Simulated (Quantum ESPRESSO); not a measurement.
# Planted mistakes on one cell of Si3O4NF

These are calculations, not measurements. They come from pw.x of Quantum ESPRESSO 7.5, a plane-wave density functional program, with PseudoDojo standard norm-conserving files (v0.5 for PBE, v0.4.1 for LDA and PBEsol). The cells are made up: elements, strain and atom displacements were drawn at random, and nothing was relaxed. There is no spin polarisation, spin-orbit coupling or dispersion term.

The cell has 9 sites of a quartz lattice. Sites 1 to 3 hold Si Si Si; sites 4 to 9 hold O O O N F O. Cell vectors in Å: (5.077, -0.046, -0.002); (-2.578, 4.345, 0.021); (-0.003, 0.025, 5.595). Settings: PBE, cutoff 1143 eV, 5 x 5 x 4 k mesh shifted by half a step, Fermi-Dirac smearing of 0.025 eV.

The intended run has a self-consistency threshold of 1e-07 eV, a smearing term of 0.000 eV, a pressure of 8.19 GPa and 13 iterations. Each further run changes one thing: all lengths scaled by 1.0100; atoms of sites 6 and 7 exchanged; cutoff 774 eV; files of LDA; k mesh 2 x 2 x 2; one electron added; smearing 0.75 eV; threshold 0.2 eV. A coarse mesh keeps the shift, and a charged cell sits in a uniform background.

| run | change of free energy (eV) | smearing term -TS (eV) | change of P (GPa) | largest change of a force component (eV/Å) | iterations |
| --- | --- | --- | --- | --- | --- |
| A | 0.021 | 0.000 | -0.29 | 0.231 | 6 |
| B | 6.391 | -0.010 | 21.04 | 2.280 | 12 |
| C | 2.181 | 0.000 | -7.63 | 0.714 | 14 |
| D | -0.136 | 0.000 | -4.54 | 0.914 | 14 |
| E | 0.337 | 0.000 | 0.48 | 2.923 | 14 |
| F | -0.849 | -2.094 | 4.09 | 1.522 | 13 |
| G | 1.269 | 0.000 | -10.88 | 0.021 | 13 |
| H | 0.000 | 0.000 | -0.01 | 0.030 | 13 |

A rerun of the intended cell at 1437 eV and k mesh 7 x 7 x 6 moved values by no more than 0.002 eV in the cell's energy, 0.02 GPa in stress and 0.002 eV/Å in force.

Question: which change belongs to which run?

## Worked reading

Run A has the fewest iterations, as a run stopped early does. Run F has the largest smearing term, as wide smearing gives. Run G has a higher energy and the largest fall in pressure, as too small a basis gives. Run D changes the volume by a factor of 1.0303; minus its pressure change over the logarithm of that factor, 152 GPa, is a rough bulk modulus with clamped atoms. Energies from files of another functional, or of a charged cell, have another zero and say nothing on stability; the pressure of a charged cell rests on the program's zero of potential too.

## Key

| run | change |
| --- | --- |
| A | threshold 0.2 eV |
| B | one electron added |
| C | files of LDA |
| D | all lengths scaled by 1.0100 |
| E | atoms of sites 6 and 7 exchanged |
| F | smearing 0.75 eV |
| G | cutoff 774 eV |
| H | k mesh 2 x 2 x 2 |